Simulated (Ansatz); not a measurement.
Mg2CdSe3 (P-3m1) at 3 levels of theory

One geometry, relaxed with PBE; plane waves with PAW potentials in Ansatz, scalar-relativistic. No spin polarisation. Gaps are the least over mesh and band path; pressure is positive in compression, and isn't given for hybrids.

```cif
data_structure
_symmetry_space_group_name_H-M 'P-3m1'
_symmetry_Int_Tables_number 164
_cell_length_a 3.9535
_cell_length_b 3.9535
_cell_length_c 9.6858
_cell_angle_alpha 90.000
_cell_angle_beta 90.000
_cell_angle_gamma 120.000
_cell_volume 131.11
loop_
_atom_site_label
_atom_site_type_symbol
_atom_site_symmetry_multiplicity
_atom_site_Wyckoff_symbol
_atom_site_fract_x
_atom_site_fract_y
_atom_site_fract_z
_atom_site_occupancy
Mg1 Mg 2 d 0.33333 0.66667 0.66281 1
Cd1 Cd 1 a 0.00000 0.00000 0.00000 1
Se1 Se 1 b 0.00000 0.00000 0.50000 1
Se2 Se 2 d 0.33333 0.66667 0.17581 1
```

```tsv
level	cutoff (eV)	k mesh	gap (eV)	pressure (GPa)
PBE	420	12×12×4	0.88	0.0
```

**Question.** What comes out on the same cell with r2SCAN, HSE06?

**Answer.**
```
 level  cutoff (eV)   k mesh  gap (eV)  pressure (GPa)
r2SCAN          500  12×12×4      1.43            -1.4
 HSE06          420    6×6×2      1.72               -
```

Another cell of Mg2CdSe3 relaxed alike, in P3m1, lies 68 meV/atom lower, so this cell isn't the stable form at this level.

The structure comes from a generated guess; another structure or a mixture of phases may lie lower.
